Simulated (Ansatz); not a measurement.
**Mo₅W (P4/mmm)**

Method: Ansatz, DFT PBE, scalar-relativistic, plane waves, PAW.

Cutoff 420 eV; k points 12×12×4 on the computed 6-atom cell (Γ-centred); Gaussian smearing, width 0.10 eV; no spin polarisation.

The structure is relaxed at this level of theory with its symmetry kept, and needn't be the ground state of this composition.

```xyz
6
Lattice="3.1641 0.0000 0.0000 0.0000 3.1641 0.0000 0.0000 0.0000 9.4952" Properties=species:S:1:pos:R:3 pbc="T T T"
Mo    0.0000    0.0000    6.3245
Mo    1.5821    1.5821    7.9083
Mo    1.5821    1.5821    1.5869
Mo    0.0000    0.0000    3.1706
Mo    1.5821    1.5821    4.7476
W     0.0000    0.0000    0.0000
```

| Item | Value |
| --- | --- |
| Space group | P4/mmm (No. 123) |
| Volume per atom | 106.9 bohr³ |
| Formation energy from the elements' standard states (uncorrected) | -0.003 eV/atom |
| Kohn–Sham band gap | none (metal) |
| Density of states at the Fermi level | 3.0 states/eV per cell |
| Orbital (Löwdin) character within 0.5 eV of the Fermi level | Mo 4d 76 %, W 5d 13 %, unprojected 5 % |
| Bader charge by site (e) | Mo (2 in the cell) 0.01, Mo (2 in the cell) 0.02, Mo (1 in the cell) 0.00, W (1 in the cell) -0.07 |

Spin-orbit coupling is left out, which matters for the bands of heavy elements.

The cell was found from a structure generator's guess, not taken from experiment. Löwdin shares on free-atom orbitals overweight diffuse shells.
